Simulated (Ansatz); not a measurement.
RbPbF₃:
```yaml
crystal:
  lattice:
    - [4.78610, 0.00000, 0.00000]
    - [0.00000, 4.78610, 0.00000]
    - [0.00000, 0.00000, 4.78610]
  atoms:
    - { symbol: Rb, position: [0.00000, 0.00000, 0.00000] }
    - { symbol: Pb, position: [0.50000, 0.50000, 0.50000] }
    - { symbol: F, position: [0.00000, 0.50000, 0.50000] }
    - { symbol: F, position: [0.50000, 0.00000, 0.50000] }
    - { symbol: F, position: [0.50000, 0.50000, 0.00000] }
```

Relaxed with PBEsol. Special points in fractions of this cell's reciprocal vectors: Γ (0.000, 0.000, 0.000); X (0.000, 0.500, 0.000); M (0.500, 0.500, 0.000); R (0.500, 0.500, 0.500).

**Question.** List the band energies nearest the valence-band maximum at these points for the program Ansatz at the PBEsol level (PAW).

**Answer.** In eV from the valence-band maximum; about four levels below and three above (degenerate sets whole), none deeper than 8.9 eV; points with the same levels are listed once.

```
k                                below           above
-  -----------------------------------  --------------
Γ  -3.83 -3.83 -3.83 -3.81 -3.81 -3.81  3.59 5.25 5.25
X        -3.86 -3.86 -3.86 -3.86 -2.09  2.85 5.49 5.49
M        -3.92 -3.92 -3.83 -3.54 -0.96  3.42 3.42 5.46
R               -3.53 -3.53 -3.53 0.00  2.79 2.79 2.79
```

Space group Pm-3m (cubic perovskite). The workflow started from a Materials Project entry (that database holds measured and hypothetical structures alike); the Crystallography Open Database copy checked does not list it. Its standing as an ambient phase is unchecked. Symmetry was held in the PBEsol relaxation; whether a distortion lowers the energy is not shown. Spin–orbit coupling is left out wherever it is not named.

Potentials: the later of the program's two PAW sets.
